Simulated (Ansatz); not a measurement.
BaTiO3 built on the cubic perovskite prototype: a field-response calculation (clamped ions) in the PAW code Ansatz (r2SCAN). The cell was relaxed with r2SCAN and then strained (isotropic -2.0 % on every length), with the atoms relaxed again with r2SCAN; k points keep the names of the unstrained zone.

The input:
```yaml
crystal:
  lattice:
    - [3.91421459, 0.0, 0.0]
    - [0.0, 3.91421459, 0.0]
    - [0.0, 0.0, 3.91421459]
  atoms:
    - { symbol: Ba, position: [0.0, 0.0, 0.0] }
    - { symbol: Ti, position: [0.5, 0.5, 0.5] }
    - { symbol: O, position: [0.5, 0.5, 0.0] }
    - { symbol: O, position: [0.5, 0.0, 0.5] }
    - { symbol: O, position: [0.0, 0.5, 0.5] }
kpoints:
  mp_grid: { grid: [6, 6, 6] }
hamiltonian:
  xc: r2scan
scf:
  occupations: { method: fixed }
dielectric: {}
```

Wall time 72 s on 1 × NVIDIA H100 80GB HBM3 with 2 threads of AMD EPYC 7R13 Processor (Zen 3) (shared host), load about 0.6 per core; peak host memory 1.9 GiB.

Problem. Predict the output.

Solution. The log, with set-up remarks and timings taken out:
```
Pseudopotential: Ba, paw, valence charge 10, recommended cutoff 500 eV (meta_gga)
Pseudopotential: Ti, paw, valence charge 12, recommended cutoff 500 eV (meta_gga)
Pseudopotential: O, paw, valence charge 6, recommended cutoff 500 eV (meta_gga)
Functional definition: r2SCAN
Crystal: 5 atoms, lattice volume = 59.970 Å³
Basis set: ecut = 500 eV, 1503 PW (Γ)
Bands: 25, of which v1, the nominal top of the filled ones, is band 20 counted from 1 (19 counted from 0)
Symmetry: 48 space group operations
k-points: 40 of 216 (irreducible under 8 space group operations, time reversal used)
preconditioner: auto → Resta (q_TF=auto, 2.550 Å⁻¹)  ε∞=5.1  [insulator: Δε(μ)=2.816 eV  ℏωp=27.1 eV]
Free energy (F): -10183.654685 eV
Fermi energy:    10.964293 eV
--- Band table (eV; the first three rows and the last of 40) ---
  k-point 0: bands = […, 9.7073, 9.7073, 9.7073, 10.9309, 10.9309, 10.9309, 13.2873, 13.2873, 13.2873, 15.7162, …]
  k-point 1: bands = […, 9.4398, 9.4398, 9.4788, 10.2703, 10.7283, 10.7283, 13.3220, 13.8381, 13.8381, 15.7216, …]
  k-point 2: bands = […, 9.0783, 9.1543, 9.1543, 9.3707, 10.4128, 10.4128, 13.3934, 14.7656, 14.7656, 15.7274, …]
  k-point 39: bands = […, 8.6681, 8.6681, 8.6681, 10.9643, 10.9643, 10.9643, 15.9751, 15.9751, 15.9751, 18.8255, …]
--- Dielectric response (ions clamped): 3 representative field directions + reference, inside a basis on a mesh of 512 k-points ---
  ε∞ (high-frequency dielectric tensor):
        5.969588     0.000000     0.000000
        0.000000     5.969588     0.000000
        0.000000     0.000000     5.969588
  Born effective charges Z* (e; rows j = field, columns β = displacement):
    site 0:
         2.78719    0.00000    0.00000
         0.00000    2.78719    0.00000
         0.00000    0.00000    2.78719
    site 1:
         7.15093    0.00000    0.00000
         0.00000    7.15093    0.00000
         0.00000    0.00000    7.15093
    site 2:
        -2.14860    0.00000    0.00000
         0.00000   -2.14860    0.00000
         0.00000    0.00000   -5.64092
    site 3:
        -2.14860    0.00000    0.00000
         0.00000   -5.64092    0.00000
         0.00000    0.00000   -2.14860
    site 4:
        -5.64092    0.00000    0.00000
         0.00000   -2.14860    0.00000
         0.00000    0.00000   -2.14860
  ε∞ is read to err by 2.0e-2, Z* by 2.9e-2 e
```
Only the leading digits can be foreseen; the rest is this run's record.

The rows of the band table are 0: (0, 0, 0) = Γ, 1: (0, 0, 1/6), 2: (0, 0, 1/3), 39: (-1/2, -1/2, -1/2) = R.

The clamped-ion dielectric constant comes out as 5.97 in all directions. Born charges, averaged over directions: Ba +2.79, Ti +7.15, O -3.31 e. The program notes that the ground state's band table doesn't vouch for all the bands that the response reads.

The values are computed, spin-unpolarised, and not measurements.

The runs are scalar-relativistic, without spin-orbit coupling.
